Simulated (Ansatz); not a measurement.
Ansatz input file:

```yaml
crystal:
  lattice:
    - [2.6867994532, 0.0, 0.0]
    - [0.0, 2.6867994532, 0.0]
    - [0.0, 0.0, 29.3931877395]
  atoms:
    - { symbol: Fe, position: [0.5, 0.5, 0.2891826527], spin: 3.29 }
    - { symbol: Pt, position: [0.0, 0.0, 0.3524162687], spin: 0.4 }
    - { symbol: Fe, position: [0.5, 0.5, 0.4156498847], spin: 3.11 }
    - { symbol: Pt, position: [0.0, 0.0, 0.4784460727], spin: 0.39 }
    - { symbol: Fe, position: [0.5, 0.5, 0.5424129922], spin: 3.18 }
    - { symbol: Pt, position: [0.0, 0.0, 0.6018527522], spin: 0.37 }
    - { symbol: C, position: [0.0, 0.5, 0.6583284232], spin: 1.0 }
    - { symbol: H, position: [0.0, 0.5, 0.6957520606] }
basis:
  ecutwfc: 420
kpoints:
  mp_grid: { grid: [11, 11, 1] }
hamiltonian:
  xc: pbesol
scf:
  occupations: { method: gaussian, width: 0.1 }
output:
  forces: true
  eigenvalues: true
  populations: true
magnetization:
  spin_polarized: true
relax:
  adjacent_minimum: "off"
  f_tol: 0.03
  max_steps: 70
  constraints: [{ sites: [0, 1, 2] }]
efield:
  axis: 3
  dipole_correction: true
  ramp_width: 0.04
```

Run as
```bash
ansatz run input.yaml --threads 2 --pin off --max-ram 5120MiB --backend cpu --events-out ev --progress --plain --runs-dir out
```

All numbers below come from DFT PBEsol, scalar-relativistic, plane waves, PAW in Ansatz 0.2.0.

Part of what the program printed, abridged (final results; tables in files aren't shown):

```
an SCF from ferrimagnetic starting moments (3.29, 0.40, 3.11, 0.39, -3.18, 0.37, 1.00, 0.00 Bohr magnetons, atom by atom) was not made, so that it is not known whether that order lies lower: the deck asks for what bars it, or types moments that do (magnetization.spin_polarized, in the input reference, names some of the keys), or the run goes by scf.lower_state_search: light, the default, which as a rule tries one only behind a close that has lost an order of both signs, or on which an open d or half-filled 4f shell of a PAW file has lost a moment that was set nearer to Hund's than to what is left; or, under a Hubbard U, one that names an f shell that the input leaves bare beside given moment ...
SCF converged after 8 iterations
Magnetization: 9.2921 μB (58.1460 up, 48.8540 down)
Absolute magnetization: 9.8465 μB (∫|ρ↑−ρ↓|, with the PAW one-centre terms)
Spin contamination: 0.3301 ħ² per cell (⟨S²⟩ above its minimum at these occupations)
Per-site moments (μB) at R_I (Å): [(2.99658049, 1.09634857), (0.35112316, 1.09634857), (2.83906368, 1.09634857), (0.34728110, 1.08759948), (2.79751258, 1.08759948), (0.08699248, 0.79900450), (-0.01024100, 0.45277722), (-0.00101523, 0.45277722)]
Free energy (F): -50757.542556 eV
Harris-Foulkes:  -50757.542556 eV  (|F-HF|=2.46e-8)
Internal energy: -50757.516294 eV  (E = F + TS)
E sigma→0 (E₀):  -50757.529425 eV
Entropy (-TS):   -0.026263 eV (-3.283 meV/atom)
Fermi energy:    6.379617 eV
Dipole field:    D = 0.058658 V/Å  (p = 0.068783 e·Å, saw-weighted, corrected)
Work function:   Φ+ = 2.8353 eV   Φ− = 4.5594 eV
Levels:          The Fermi level and band energies are counted from a zero that moves with the ramp; work functions are not
--- Per-component energies (eV) ---
  E_band       = -2578.526331
  E_kinetic    = 3054.560768
  E_local      = -262544.142248  (includes V_loc(G=0)·N_el)
  E_nonlocal   = 1307.731257
  E_hartree    = 129403.069482
  E_xc         = -1184.484535
  E_vxc        = -1426.363935  (∫ρ·V_xc dr)
  E_paw        = -32055.411217  (= ΣΔE_a)
  E_vpaw       = -1782.507356  (= ΣTr[D̂ρ^β])
  E_aug_tail   = 0.001764  (compensation charges beyond the density's cutoff)
  E_efield     = 0.002017  (sawtooth field / dipole correction)
  E_vefield    = 6.035814  (∫n·V_field dr)
  E_ewald      = 111259.736770
  E_core_change = 1.419649  (= ΣΔE_core)
  E_smearing   = -0.026263  (= −TS)
--- Forces (eV/Å), atoms counted from 1 ---
  atom   1  Fe     0.00000000     0.00000000     0.30938975
  atom   2  Pt     0.00000000     0.00000000    -0.33546414
  atom   3  Fe     0.00000000     0.00000000     0.02793358
  atom   4  Pt     0.00000000     0.00000000     0.00078287
  atom   5  Fe     0.00000000     0.00000000    -0.00031012
  atom   6  Pt     0.00000000     0.00000000    -0.00141091
  atom   7  C      0.00000000     0.00000000     0.02295528
  atom   8  H      0.00000000     0.00000000    -0.02392949
--- Band table (eV; the first three rows and the last of 72) ---
  k-point 0 ↑: bands = ["-93.5940", "-92.4999", "-92.4562", "-82.0752", "-82.0750", "-82.0215", "-48.4655", "-48.4182", "-48.3988", "-48.1354", "-48.1227", "-48.1206", "-48.1024", "-48.0141", "-48.0135", "-47.9108", "-47.7364", "-47.3681", "-46.6684", "-46.6325", "-46.5592", "-46.5442", "-46.5015", "-46.5014", "-7.7207", "-3.4477", "-3.1132", "-2.3578", "-1.0077", "-0.2485", "-0.0331", "0.0351", "0.1857", "0.6879", "1.0701", "1.7300", "2.6873", "2.8494", "3.0416", "3.0894", "3.1052", "3.3378", "3.4940", "3.5320", "3.5679", "3.8038", "4.1705", "4.2273", "4.3050", "4.3141", "4.3650", "4.5023", "4.7443", "4.8208", "5.0624", "5.1197", "5.6639", "5.7772", "5.7946", "5.8315", "5.8502", "7.4911", " ...
  k-point 1 ↑: bands = ["-93.5926", "-92.4985", "-92.4548", "-82.0743", "-82.0741", "-82.0207", "-48.4645", "-48.4165", "-48.3981", "-48.1458", "-48.1324", "-48.1197", "-48.1015", "-48.0226", "-48.0133", "-47.9074", "-47.7661", "-47.3658", "-46.6654", "-46.6302", "-46.5721", "-46.5571", "-46.5295", "-46.4992", "-7.6011", "-3.2265", "-2.8934", "-2.1554", "-0.9688", "-0.1971", "0.0781", "0.1466", "0.3262", "0.7517", "0.8479", "1.8008", "2.7443", "2.7610", "2.8357", "3.1154", "3.2460", "3.3056", "3.4083", "3.5066", "3.6591", "3.8679", "3.9741", "4.1111", "4.2869", "4.3235", "4.4791", "4.5431", "4.5862", "4.6955", "4.7707", "5.1989", "5.2874", "5.5352", "5.7237", "5.8547", "6.5975", "8.2536", "8 ...
  k-point 2 ↑: bands = ["-93.5887", "-92.4948", "-92.4510", "-82.0720", "-82.0719", "-82.0184", "-48.4619", "-48.4124", "-48.3962", "-48.1731", "-48.1579", "-48.1173", "-48.0990", "-48.0471", "-48.0112", "-47.8994", "-47.8444", "-47.3596", "-46.6577", "-46.6473", "-46.6231", "-46.6041", "-46.5514", "-46.4935", "-7.2835", "-2.6023", "-2.3082", "-1.6893", "-0.9384", "-0.2408", "0.2459", "0.6328", "0.7035", "0.8125", "1.0743", "1.6677", "2.4653", "2.7058", "2.8880", "3.1653", "3.3138", "3.3422", "3.3866", "3.4372", "3.5311", "3.6582", "3.7805", "3.9971", "4.0349", "4.2603", "4.3057", "4.3848", "4.4907", "4.5406", "4.7077", "5.0866", "5.4050", "5.6516", "5.7210", "5.8316", "7.5622", "8.4317", "9 ...
  k-point 35 ↓: bands = ["-93.4942", "-92.2459", "-92.1993", "-78.8784", "-78.8152", "-78.6298", "-47.9771", "-47.7724", "-47.6031", "-46.6118", "-46.6083", "-46.5579", "-46.5553", "-46.3416", "-46.3008", "-45.2082", "-45.1677", "-45.1283", "-45.1125", "-45.1018", "-45.0998", "-44.9744", "-44.8991", "-44.8985", "-5.1364", "-1.3190", "-0.9492", "-0.2823", "0.0166", "0.1507", "0.9807", "1.2072", "1.2362", "1.3660", "1.4109", "1.8362", "2.9798", "4.0320", "4.3845", "4.9410", "5.1464", "5.2017", "5.7073", "5.8734", "6.1540", "6.3446", "6.9415", "7.1568", "7.1691", "7.2337", "7.3582", "7.4963", "7.5878", "7.8636", "7.9083", "8.0798", "8.1441", "8.3045", "8.9460", "9.8261", "10.6192", "11.5596", " ...
--- Relaxed structure (6 steps of the walk, 6 accepted, 0 SCFs on fresh bases) ---
  F+E_penalty+E_count = -50757.54255636 eV   max|allowed force component| = 2.393e-2 eV/Å
  atoms:
    - { symbol: Fe, position: [0.5, 0.5, 0.2891826527] }
    - { symbol: Pt, position: [0.0, 0.0, 0.35241626] }
    - { symbol: Fe, position: [0.5, 0.5, 0.4156498847] }
    - { symbol: Pt, position: [0.0, 0.0, 0.47920289] }
    - { symbol: Fe, position: [0.5, 0.5, 0.54140027] }
    - { symbol: Pt, position: [0.0, 0.0, 0.60921806] }
    - { symbol: C, position: [0.0, 0.5, 0.65669201] }
    - { symbol: H, position: [0.0, 0.5, 0.69403542] }
--- Löwdin populations: 8 sites ---
  site symbol q [e]    m [muB]
     0     Fe     15.6576     3.0489
     1     Pt     18.0229     0.4028
     2     Fe     15.6147     2.8323
     3     Pt     17.9996     0.3942
     4     Fe     15.6560     2.8230
     5     Pt     17.4583     0.0808
     6      C      4.5843    -0.0556
     7      H      0.7928     0.0000
  spilling = 0.011344 (of n_electrons = 107.000000)
```

The relaxation met its thresholds.

The run took 3.7 min on 2 threads of Intel(R) Xeon(R) 6975P-C (Granite Rapids), on a shared host, peak memory 1.1 GiB.

Spin-orbit coupling is left out, which matters for the bands of heavy elements. Only parallel moments were tried here.